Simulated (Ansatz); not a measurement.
RuW:
```
CELL_PARAMETERS angstrom
      1.40369    -4.88758     0.00000
      1.40369     4.88758     0.00000
      0.00000     0.00000     4.39063
ATOMIC_POSITIONS crystal
  W  0.65840 0.34160 0.25000
  Ru 0.91240 0.08760 0.25000
  W  0.34160 0.65840 0.75000
  Ru 0.08760 0.91240 0.75000
```

Relaxed with r²SCAN.

Give the Bader charges and basin volumes of the independent atoms, the program Ansatz at the r²SCAN level (PAW).



| atom | Bader charge (e) | Bader volume (Å³) |
|---|---|---|
| W1 | +0.72 | 14.3 |
| Ru2 | -0.72 | 15.8 |

Space group Cmcm. The start of the workflow was typed in or built on a structure type; neither database checked (COD, Materials Project) lists it. Whether it is the stable phase at ambient conditions was not checked. The r²SCAN relaxation kept the symmetry of its start; its stability against distortions is not shown here. No spin polarisation was allowed. Its formation energy is positive at this level, so the cell may be metastable or incomplete. Scalar-relativistic: spin–orbit coupling is off unless named, which matters more the heavier the elements.

Potentials: the earlier of the program's two PAW sets.
